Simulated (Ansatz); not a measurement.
## Quadrupolar parameters in KZnF3

The cell is an entry of the Crystallography Open Database (COD), whose atoms a relaxation with PBE at fixed cell left in place.

```
CELL_PARAMETERS angstrom
4.05000 0.00000 0.00000
0.00000 4.05000 0.00000
0.00000 0.00000 4.05000
ATOMIC_POSITIONS crystal
K 0.00000 0.00000 0.00000
Zn 0.50000 0.50000 0.50000
F 0.50000 0.50000 0.00000
F 0.00000 0.50000 0.50000
F 0.50000 0.00000 0.50000
```

Atom numbers follow the list; atoms alike are taken as one site, whose name carries the number of the first.

Method: Kohn–Sham DFT in Ansatz, PBE, plane waves and PAW, scalar-relativistic, 420 eV cutoff, Γ-centred 6×6×6 k-points, Fermi–Dirac smearing 0.02 eV.

Conventions: |V_zz| ≥ |V_yy| ≥ |V_xx|, η = (V_xx − V_yy)/V_zz, C_Q = eQV_zz/h.

41K: I = 3/2, Q = 73.40 mb; ⁶⁷Zn: I = 5/2, Q = 122.0 mb. Nuclear quadrupole moments: year-2017 set (Pyykkö).

| site | atoms (order as listed) | first shell | V_zz (10²¹ V/m²) | η | C_Q (MHz) |
| --- | --- | --- | --- | --- | --- |
| K | 1 | 12 F at 2.86 Å | 0.00 | – | 0 |
| Zn | 2 | 6 F at 2.02–2.03 Å | 0.00 | – | 0 |
| F | 3, 4, 5 | 2 Zn at 2.02–2.03 Å, angle 180°; also 4 K at 2.86 Å | 9.92 | 0.00 | – |

An axis of threefold or higher order runs through F, so V_zz lies along it and η is zero. K and Zn sit on a cubic site, where every gradient vanishes.

F has no stable isotope with a ground-state quadrupole moment in the table, so no C_Q is given.

At this cell the principal stresses reach 5 GPa in size with PBE, which can matter for small gradients.
